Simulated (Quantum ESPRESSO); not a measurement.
# SiGe6N: input and log of a self-consistent run

Simulated, not a measurement. The program is pw.x of Quantum ESPRESSO 7.5 (plane-wave density functional theory). The cell is made up: 8 atoms on a zincblende/diamond lattice, with randomly drawn elements, strain and displacements, not relaxed. PseudoDojo standard norm-conserving files (v0.5 for PBE, v0.4.1 for LDA and PBEsol) set the functional; there is no spin polarisation, spin-orbit coupling or dispersion term, and the masses in the input are unused placeholders. A spin-polarised start on this cell or one of its family kept no moment.

Input:

```
&control calculation='scf', pseudo_dir='./dojo.nc.sr.pbe.v0_5.standard.upf', outdir='./o', disk_io='low', tprnfor=.true., tstress=.true. /
&system ibrav=0, nat=8, ntyp=3, nbnd=57, ecutwfc=84.00895049, nosym=.true., tot_charge=0,
 occupations='smearing', smearing='fd', degauss=0.0073498644
/
&electrons conv_thr=7.350e-09, electron_maxstep=60, /
ATOMIC_SPECIES
Ge 1.0 Ge.upf
N 1.0 N.upf
Si 1.0 Si.upf
CELL_PARAMETERS angstrom
5.502 0.0487 -0.0368
0.0487 5.5836 0.0472
-0.0368 0.0472 5.4629
ATOMIC_POSITIONS angstrom
Si 0.0055 0.0252 -0.0046
Ge -0.0266 2.8081 2.8048
Ge 2.7338 0.0908 2.699
Ge 2.8119 2.8197 0.043
Ge 1.3785 1.4 1.3619
N 1.439 4.2331 4.1473
Ge 4.1198 1.4781 4.0993
Ge 4.1869 4.2563 1.3338
K_POINTS automatic
6 6 6 1 1 1
```

The log is shortened where brackets say so; the opening notice, blank lines, dates and the lines on written files are dropped, and the path of the files is cut. It prints rydbergs, bohrs and kilobars, and counts compression as positive stress.

```
     Program PWSCF v.7.5
     Parallel version (MPI & OpenMP), running on       4 processor cores
     Number of MPI processes:                 4
     Threads/MPI process:                     1
     [start-up lines left out]
     bravais-lattice index     =            0
     lattice parameter (alat)  =      10.3979  a.u.
     unit-cell volume          =    1132.3208 (a.u.)^3
     number of atoms/cell      =            8
     number of atomic types    =            3
     number of electrons       =        93.00
     number of Kohn-Sham states=           57
     kinetic-energy cutoff     =      84.0090  Ry
     charge density cutoff     =     336.0358  Ry
     scf convergence threshold =      7.3E-09
     mixing beta               =       0.7000
     number of iterations used =            8  plain     mixing
     Exchange-correlation= PBE
                           (   1   4   3   4   0   0   0)
     [axes and pseudopotential details left out]
   Cartesian axes
     site n.     atom                  positions (alat units)
         1        Si     tau(   1) = (   0.0009996   0.0045799  -0.0008360  )
         2        Ge     tau(   2) = (  -0.0048343   0.5103466   0.5097469  )
         3        Ge     tau(   3) = (   0.4968433   0.0165021   0.4905187  )
         4        Ge     tau(   4) = (   0.5110373   0.5124548   0.0078149  )
         5        Ge     tau(   5) = (   0.2505298   0.2544373   0.2475129  )
         6        N      tau(   6) = (   0.2615252   0.7693274   0.7537341  )
         7        Ge     tau(   7) = (   0.7487362   0.2686312   0.7450105  )
         8        Ge     tau(   8) = (   0.7609310   0.7735438   0.2424060  )
     number of k points=   108  Fermi-Dirac smearing, width (Ry)=  0.0073
     Number of k-points >= 100: set verbosity='high' to print them.
     Dense  grid:   117769 G-vectors     FFT dimensions: (  64,  64,  64)
     Estimated max dynamical RAM per process >     519.16 MB
     Estimated total dynamical RAM >       1.94 GB
     Initial potential from superposition of free atoms
     starting charge      92.9944, renormalised to      93.0000
     Starting wfcs are   62 randomized atomic wfcs
     total cpu time spent up to now is       12.6 secs
     per-process dynamical memory:   447.1 Mb
     Self-consistent Calculation
     iteration #  1     ecut=    84.01 Ry     beta= 0.70
     Davidson diagonalization with overlap
     ethr =  1.00E-02,  avg # of iterations =  3.0
     Threshold (ethr) on eigenvalues was too large:
     Diagonalizing with lowered threshold
     Davidson diagonalization with overlap
     ethr =  6.79E-04,  avg # of iterations =  2.5
     total cpu time spent up to now is       75.3 secs
     total energy              =   -1100.49088069 Ry
     estimated scf accuracy    <       0.62641190 Ry
     iteration #  2     ecut=    84.01 Ry     beta= 0.70
     Davidson diagonalization with overlap
     ethr =  6.74E-04,  avg # of iterations =  6.9
     total cpu time spent up to now is      108.4 secs
     total energy              =   -1100.22687691 Ry
     estimated scf accuracy    <       4.60348987 Ry
     iteration #  3     ecut=    84.01 Ry     beta= 0.70
     Davidson diagonalization with overlap
     ethr =  6.74E-04,  avg # of iterations =  4.6
     total cpu time spent up to now is      141.8 secs
     total energy              =   -1100.81614860 Ry
     estimated scf accuracy    <       0.03436109 Ry
     iteration #  4     ecut=    84.01 Ry     beta= 0.70
     Davidson diagonalization with overlap
     ethr =  3.69E-05,  avg # of iterations =  5.3
     total cpu time spent up to now is      174.6 secs
     total energy              =   -1100.82279791 Ry
     estimated scf accuracy    <       0.00449736 Ry
     iteration #  5     ecut=    84.01 Ry     beta= 0.70
     Davidson diagonalization with overlap
     ethr =  4.84E-06,  avg # of iterations =  6.1
     total cpu time spent up to now is      207.8 secs
     total energy              =   -1100.82346000 Ry
     estimated scf accuracy    <       0.00061316 Ry
     iteration #  6     ecut=    84.01 Ry     beta= 0.70
     Davidson diagonalization with overlap
     ethr =  6.59E-07,  avg # of iterations =  2.7
     total cpu time spent up to now is      236.2 secs
     total energy              =   -1100.82362348 Ry
     estimated scf accuracy    <       0.00019527 Ry
     iteration #  7     ecut=    84.01 Ry     beta= 0.70
     Davidson diagonalization with overlap
     ethr =  2.10E-07,  avg # of iterations =  2.0
     total cpu time spent up to now is      262.2 secs
     total energy              =   -1100.82366159 Ry
     estimated scf accuracy    <       0.00000176 Ry
     iteration #  8     ecut=    84.01 Ry     beta= 0.70
     Davidson diagonalization with overlap
     ethr =  1.90E-09,  avg # of iterations =  4.2
     total cpu time spent up to now is      297.8 secs
     total energy              =   -1100.82366246 Ry
     estimated scf accuracy    <       0.00000067 Ry
     iteration #  9     ecut=    84.01 Ry     beta= 0.70
     Davidson diagonalization with overlap
     ethr =  7.16E-10,  avg # of iterations =  2.1
     total cpu time spent up to now is      324.2 secs
     total energy              =   -1100.82366262 Ry
     estimated scf accuracy    <       0.00000012 Ry
     iteration # 10     ecut=    84.01 Ry     beta= 0.70
     Davidson diagonalization with overlap
     ethr =  1.30E-10,  avg # of iterations =  2.0
     total cpu time spent up to now is      350.1 secs
     End of self-consistent calculation
     Number of k-points >= 100: set verbosity='high' to print the bands.
     the Fermi energy is     8.6918 ev
!    total energy              =   -1100.82366265 Ry
     estimated scf accuracy    <          4.1E-09 Ry
     smearing contrib. (-TS)   =      -0.00288138 Ry
     internal energy E=F+TS    =   -1100.82078127 Ry
     The total energy is F=E-TS. E is the sum of the following terms:
     one-electron contribution =    -604.04388085 Ry
     hartree contribution      =     362.12703370 Ry
     xc contribution           =    -270.76452629 Ry
     ewald contribution        =    -588.13940783 Ry
     convergence has been achieved in  10 iterations
     Forces acting on atoms (cartesian axes, Ry/au):
     atom    1 type  3   force =     0.05916021   -0.05585786   -0.03766632
     atom    2 type  1   force =     0.07223066    0.04417619    0.01964540
     atom    3 type  1   force =    -0.01300288   -0.07254197    0.05755644
     atom    4 type  1   force =    -0.05937480    0.04229388   -0.05158710
     atom    5 type  1   force =    -0.03702221    0.02372160   -0.01332759
     atom    6 type  2   force =    -0.01352677    0.00909974    0.00989697
     atom    7 type  1   force =    -0.01096055   -0.01403650    0.00406164
     atom    8 type  1   force =     0.00249634    0.02314493    0.01142057
     Total force =     0.189192     Total SCF correction =     0.000450
     Computing stress (Cartesian axis) and pressure
          total   stress  (Ry/bohr**3)                   (kbar)     P=       10.78
   0.00008642  -0.00003809   0.00009803           12.71       -5.60       14.42
  -0.00003809   0.00002138  -0.00012368           -5.60        3.15      -18.19
   0.00009803  -0.00012368   0.00011208           14.42      -18.19       16.49
     init_run     :     11.57s CPU     12.03s WALL (       1 calls)
     electrons    :    335.92s CPU    337.59s WALL (       1 calls)
     forces       :      3.87s CPU      3.88s WALL (       1 calls)
     stress       :     13.73s CPU     13.74s WALL (       1 calls)
     [timing details left out]
     PWSCF        :   6m 5.82s CPU   6m 8.04s WALL
     JOB DONE.
```

In other units: free energy -14977.469 eV for the cell, pressure 1.08 GPa, largest force component 1.865 eV/Å. A rerun of this cell at 1437 eV and a 8 x 8 x 8 mesh moved values by no more than 0.015 eV in energy, 0.04 GPa in stress and 0.005 eV/Å in force.